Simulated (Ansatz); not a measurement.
**Calculated Ni-61 nuclear quadrupole resonance for NiGe at a changed volume**

Cell: a structure deposited in the COD, relaxed with PBE at fixed cell and then changed (volume scaled by 0.98, ions relaxed).

```cif
data_NiGe
_symmetry_space_group_name_H-M 'Pnma'
_symmetry_Int_Tables_number 62
_cell_length_a 5.3449
_cell_length_b 3.4050
_cell_length_c 5.7720
_cell_angle_alpha 90.000
_cell_angle_beta 90.000
_cell_angle_gamma 90.000
loop_
_atom_site_label
_atom_site_type_symbol
_atom_site_symmetry_multiplicity
_atom_site_Wyckoff_symbol
_atom_site_fract_x
_atom_site_fract_y
_atom_site_fract_z
Ni Ni 4 c 0.9932 0.7500 0.1885
Ge Ge 4 c 0.8121 0.7500 0.5861
```

One atom of each set is listed.

The numbers come from a DFT calculation in Ansatz (PBE, plane waves and PAW, scalar-relativistic, collinear spin, 420 eV cutoff, Γ-centred 9×14×8 k-points, Fermi–Dirac smearing 0.05 eV). Start moments as typed (μB): 1.5 on each Ni, none on the rest.

Ni-61: I = 3/2, Q = 162.0 mb (year-2017 value). Static lattice, zero field.

Problem. Predict the zero-field Ni-61 lines of each site.

Solution. For I = 3/2 there is one line, ν = (|C_Q|/2)(1 + η²/3)^½.

| site | atoms | V_zz (10²¹ V/m²) | C_Q (MHz) | η | line frequencies (MHz) |
| --- | --- | --- | --- | --- | --- |
| Ni | 4 | 0.76 | 3.00 | 0.72 | 1.62 |

With no gap above 0.1 eV, as in a metal, the gradients converge slowly in k; expect changes of a tenth or more on a denser mesh. With these PAW files V_zz is typically within 2 to 3 % of all-electron values, but misses above 10 % occur on Ni. At this changed cell the PBE pressure is 7 GPa. The start moments die out, and the run ends without spin.
